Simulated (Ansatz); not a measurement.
Computed properties of CuCl

CuCl:
```yaml
crystal:
  lattice:
    - [3.11604, 0.00000, 0.00000]
    - [0.00000, 3.11604, 0.00000]
    - [0.00000, 0.00000, 3.11604]
  atoms:
    - { symbol: Cu, position: [0.00000, 0.00000, 0.00000] }
    - { symbol: Cl, position: [0.50000, 0.50000, 0.50000] }
```

Space group Pm-3m (No. 221), CsCl type; conventional cell a = b = c = 3.116 Å, α = β = γ = 90.00°.

Method: plane-wave PAW PBEsol (Ansatz code). Geometry: relaxed at this level of theory. Other levels are named where they apply.

### Cell and energy

```yaml
volume_per_atom: 15.13 Å³
density: 5.43 g/cm³
Formation energy from the elements (no fitted shifts): 0.055 eV/atom
```

### Electronic structure

```yaml
electronic_character: no gap, with almost no states at the Fermi level (zero-gap or semimetallic)
Density of states at the Fermi level: 0.00 states/eV per atom (mean over ±0.08 eV)
HSE06 gap on the PBEsol cell: 1.95 eV (a hybrid on a coarse mesh can open a false gap in a semimetal)
```

### Magnetism

```yaml
magnetic_order: non-magnetic (starting moments vanished)
```

### Mechanics

```yaml
Bulk modulus (Birch–Murnaghan fit): 76.3 GPa
Pressure derivative B′: 5.0
Elastic constants (relaxed ions, GPa): C11 = 144, C12 = 41.9, C44 = -36.0
mechanical_stability: unstable (C has a negative eigenvalue)
```

### Phonons

```yaml
zone_centre_stability: unstable, softest mode 85i cm⁻¹
```

The start of the workflow was typed in or built on a structure type; neither database checked (COD, Materials Project) lists it. It is not the phase usual at ambient conditions (space group No. 216). The cell was relaxed with PBEsol under the symmetry of its start. The workflow began spin-polarised and lost its moments. The compound may be a true metal, but semilocal functionals without U, or a wrong spin order, can also close a gap. As this level gives no gap, shear constants depend on the k-mesh and smearing (Fermi–Dirac, 0.1 eV here). As this level gives no gap, phonon frequencies hold no LO–TO term and depend on the k-mesh and smearing (Fermi–Dirac, 0.1 eV here). The references are the lowest solids computed at this level, not always the standard phases (solids in place of the gases).

Potentials: the later of the program's two PAW sets.
